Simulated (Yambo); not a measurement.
K$_{2}$NaScF$_{6}$ (space group Fm-3m, No. 225), G0W0@PBEsol in Yambo; all else as in the reference (2×2×2 Γ-centred k mesh, bands 3 to 304 and a 8 Ry block in the screening, 304 bands in G with the Bruneval-Gonze terminator, plasmon pole fitted at 27.2 eV). One parameter is varied: the cutoff of the wavefunctions in Yambo, over 10, 20, 30, 50, 88 Ry.

Task: From which value on does the gap Γ → Γ stay within 0.05 eV of the largest setting?

Result: From 30 Ry on.
```csv
cutoff of the wavefunctions in Yambo (Ry),G0W0 gap (eV),valence shift (eV)
10,9.60,-1.56
20,10.14,-2.18
30,10.25,-2.34
50,10.27,-2.40
88,10.28,-2.41
```
The last step of the sweep still moves the gap by 9 meV; the other settings are held fixed.

Geometry of the Materials Project entry, not relaxed at this level; primitive cell a = b = c = 6.088 Å, α = β = γ = 60.00°.

A shift is the quasiparticle energy of the state minus its PBEsol energy.
